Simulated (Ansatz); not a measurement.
SiCO4:
```cif
data_CO4Si
_chemical_formula_sum 'Si1 C1 O4'
_space_group_name_H-M_alt 'P 1'
_space_group_IT_number 1
_cell_length_a 4.50680
_cell_length_b 4.50680
_cell_length_c 4.50680
_cell_angle_alpha 121.870
_cell_angle_beta 121.870
_cell_angle_gamma 86.790
loop_
_space_group_symop_operation_xyz
  'x, y, z'
loop_
_atom_site_label
_atom_site_type_symbol
_atom_site_fract_x
_atom_site_fract_y
_atom_site_fract_z
_atom_site_occupancy
Si1 Si 0.00000 0.00000 0.00000 1
C1 C 0.75000 0.25000 0.50000 1
O1 O 0.41353 0.27670 0.42699 1
O2 O 0.84970 0.98654 0.57301 1
O3 O 0.72330 0.15030 0.13684 1
O4 O 0.01346 0.58647 0.86316 1
```

Relaxed with PBEsol.

### Question
Decompose the optical modes at the zone centre into irreducible representations, and say which are infrared and Raman allowed.

### Answer
Point group -4: Γ_opt = 3A + 4B + 4E. Infrared: B, E. Raman: A, B, E.

### Question
Assign frequencies (DFPT, PBEsol in the plane-wave PAW code Ansatz; without the LO–TO term).

### Answer
E 226, A 451, B 483, A 493, E 602, B 632, B 905, E 945, E 1011, B 1022, A 1084 cm⁻¹.

Subscripts of B labels follow the axes of the standard setting.

Space group I-4. The start of the workflow was typed in or built on a structure type; neither database checked (COD, Materials Project) lists it. Its standing as an ambient phase is unchecked. The cell was relaxed with PBEsol under the symmetry of its start; whether a distortion lowers the energy is not shown.

Potentials: the later of the program's two PAW sets.
